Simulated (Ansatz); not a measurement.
An Ansatz (a first-principles code) run. Input:

Ansatz 0.2 input:
```yaml
crystal:
  lattice:
    - [0.0, 3.4185269911, 3.4185269911]
    - [3.4185269911, 0.0, 3.4185269911]
    - [3.4185269911, 3.4185269911, 0.0]
  atoms:
    - { symbol: Au, position: [0.0, 0.0, 0.0] }
    - { symbol: Sb, position: [0.25, 0.25, 0.25] }
    - { symbol: Sb, position: [0.75, 0.75, 0.75] }
kpoints:
  mp_grid: { grid: [10, 10, 10] }
hamiltonian:
  xc: r2scan
  pseudopotentials: { kind: paw }
scf:
  occupations: { method: gaussian, width: 0.05 }
checkpoint: { read: metal.run }
output: { bader: true, populations: true }
```

Output (shortened):

```
Pseudopotential: Au, paw, valence charge 19
Pseudopotential: Sb, paw, valence charge 15
Functional definition: r2SCAN
Crystal: 3 atoms, lattice volume = 79.900 Å³
Basis set: ecut = 500 eV, 2085 PW (Γ), exchange–correlation on 144×144×144 points (64 copies of the dense FFT grid, shifted against one another)
Bands: 30, of which v1, the nominal top of the filled ones, is band 25 counted from 1 (24 counted from 0)
Symmetry: 48 space group operations
Space group: Fm-3m (ITA 225), of the structure as read, at distance tolerance 4.3e-5 Å
k-points: 47 of 1000
Stability of the state it starts from, as read at its close in the unpolarized treatment …
iter 1 solved again at ethr=5.41e-8 eV; its pass at ethr=3.10e-3 eV (dr2=2.65e-5 eV) is discarded
SCF iter   1: F=—  HF=-26161.271979 eV  |F-HF|=—  |Δ(HF+E_count)|=         —  Δρ=5.69e-7  dr2=4.92e-10  dr2_τ=6.40e-11  ethr=5.41e-8  ⟨swp⟩=4.1  Hψ=10103  notcnv=0
preconditioner: auto → LDOS
SCF iter   2: F=-26161.271979 eV  HF=-26161.271979 eV  |F-HF|=1.82e-10  |Δ(HF+E_count)|=   2.06e-7  Δρ=5.29e-7  dr2=2.37e-10  dr2_τ=1.09e-10  ethr=1.00e-12  ⟨swp⟩=6.6  Hψ=5865  notcnv=0
SCF 1 converged in 2 iterations: F = -26161.271979 eV  dr2 = 2.37e-10
SCF converged after 2 iterations
Free energy (F): -26161.271979 eV
Harris-Foulkes:  -26161.271979 eV  (|F-HF|=1.82e-10)
Internal energy: -26161.268312 eV  (E = F + TS)
E sigma→0 (E₀):  -26161.270145 eV
Entropy (-TS):   -0.003668 eV (-1.223 meV/atom)
Fermi energy:    12.105687 eV
--- Per-component energies (eV) ---
  E_band       = -704.687840
  E_kinetic    = 1015.286057
  E_local      = -5696.161126  (includes V_loc(G=0)·N_el)
  E_nonlocal   = 798.398746
  E_hartree    = 2519.122896
  E_xc         = -472.358102
  E_vxc        = -512.879500  (∫ρ·V_xc dr)
  E_paw        = -18931.665666  (= ΣΔE_a)
  E_vpaw       = -1383.125919  (= ΣTr[D̂ρ^β])
  E_aug_tail   = 0.000689  (compensation charges beyond the density's cutoff)
  E_vtau       = 35.548697  (kinetic-family band-sum trace: ∫τ·v_τ [+ j·A + Jᵃ·Aᵃ] dr)
  E_ewald      = -5394.727556
  E_core_change = 0.835750  (= ΣΔE_core)
  E_smearing   = -0.003668  (= −TS)
  E_closure    =  0.000000  (closes the sum)
  Σ components = -26161.271979   (vs F -26161.271979, Δ=0.00e0)
  [band-id]    e_kinetic+e_local+e_nonlocal+2·e_hartree+e_vxc+e_vpaw+e_augmentation_tail+e_vtau = -704.686564   (vs E_band -704.687840, Δ=1.28e-3)
--- Band table (eV; the first three rows and the last of 47) ---
  k-point 0: bands = ["-96.5251", "-47.3627", "-47.3627", "-47.3627", "-18.3165", "-18.3165", "-18.2847", "-18.2847", "-18.2847", "-18.2484", "-18.2484", "-18.2484", "-18.2122", "-18.2122", "-0.7707", "5.0331", "5.7100", "5.7100", "5.7100", "6.9389", …
  k-point 1: bands = ["-96.5251", "-47.3627", "-47.3627", "-47.3627", "-18.3140", "-18.3140", "-18.2841", "-18.2838", "-18.2838", "-18.2492", "-18.2492", "-18.2491", "-18.2148", "-18.2148", "-0.6742", "4.4468", "5.7477", "5.7477", "6.3193", "6.9269", …
  k-point 2: bands = ["-96.5251", "-47.3628", "-47.3627", "-47.3627", "-18.3066", "-18.3066", "-18.2821", "-18.2811", "-18.2811", "-18.2517", "-18.2517", "-18.2514", "-18.2222", "-18.2222", "-0.3902", "3.6716", "5.8471", "5.8471", "6.9046", "6.9046", …
  k-point 46: bands = ["-96.5251", "-47.3628", "-47.3628", "-47.3628", "-18.2984", "-18.2884", "-18.2814", "-18.2735", "-18.2656", "-18.2656", "-18.2591", "-18.2528", "-18.2412", "-18.2299", "1.7031", "2.0306", "5.1022", "6.0990", "6.6481", "6.7839", …
--- Löwdin populations: 3 sites ---
  site symbol       q [e]
     0     Au     18.4994
     1     Sb     15.1247
     2     Sb     15.1247
  spilling = 0.005125 (of n_electrons = 49.000000)
--- Bader charges: 3 sites ---
  site symbol  charge [e]  shift [e]
     0     Au     -0.6087     0.0000
     1     Sb      0.3044     0.0000
     2     Sb      0.3044     0.0000
  shift: an alarm, by how much a part of what the PAW files miss would move the charge. Where it is large, compare
  with a run on PAW files of another source; a small one proves nothing
  estimated error of the sums over rays = 7.6e-4 e
```

Cost: about 40 core-seconds (a rough figure) on shared cores.

The workflow started from an entry of the Crystallography Open Database (COD), which files this formula under 2 space groups. Whether it is the stable phase at ambient conditions was not checked. Symmetry was held in the r²SCAN relaxation; its stability against distortions is not shown here. Its formation energy is positive at this level, so the cell may be metastable or incomplete. Scalar-relativistic: spin–orbit coupling is off unless named, which matters more the heavier the elements.

Potentials: the later of the program's two PAW sets.

Ansatz is a plane-wave DFT program.
